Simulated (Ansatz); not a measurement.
The relaxed structure here is a generated cell of AlAu: the first start was made by placing the elements on the sites of a structure type, and the end was not matched to a known phase here, so it may be hypothetical.

A relaxed cell of AlAu (P4₂/mnm (No. 136)), relaxed on a k-mesh at least as fine as the one used below. These are PBEsol (plane waves to 420 eV, PAW, scalar-relativistic; Ansatz, a quantum-chemistry and plane-wave program) values and carry that method's errors. Γ-centred k-mesh 4×4×11 on the run's cell (coarser than for final values), Fermi–Dirac smearing 0.05 eV.

```
AlAu
1.0
    7.99870     0.00000     0.00000
    0.00000     7.99870     0.00000
    0.00000     0.00000     2.81796
Al Au
4 4
Direct
  0.87832   0.12168   0.50000
  0.37832   0.37832   0.00000
  0.62168   0.62168   0.00000
  0.12168   0.87832   0.50000
  0.80899   0.80899   0.50000
  0.30899   0.69101   0.00000
  0.69101   0.30899   0.00000
  0.19101   0.19101   0.50000
```

The atoms are displaced by (Å):

```csv
atom,ux,uy,uz
Al1,0.153,0.117,0.037
Al2,-0.029,-0.011,-0.089
Al3,-0.007,0.183,0.078
Al4,-0.064,-0.023,-0.088
Au5,0.079,-0.102,0.033
Au6,-0.079,0.020,0.053
Au7,0.076,0.057,-0.066
Au8,0.035,0.017,0.086
```

Q: What forces (eV/Å) and pressure result?

A: 
```csv
atom,Fx,Fy,Fz
Al1,-0.99,-0.29,-0.23
Al2,0.95,0.76,0.57
Al3,-0.93,-1.11,-0.15
Al4,0.49,0.35,0.31
Au5,0.09,0.88,0.23
Au6,0.53,-0.37,-0.40
Au7,-0.36,0.28,0.23
Au8,0.22,-0.50,-0.56
```

Pressure +1.0 GPa.

Q: Estimate the energy cost of the displacement in the harmonic approximation and compare with the calculation.

A: For a harmonic well ΔE = −½ Σ F·u = 0.389 eV a cell, or 49 meV/atom. The calculated energy relative to the undisplaced cell is +0.05 eV/atom, so the harmonic estimate holds well.

The undisplaced cell is probably no minimum: from this displacement the run went on to P4/mbm (No. 127), 0.17 eV/atom below it.

No spin polarisation in the result.
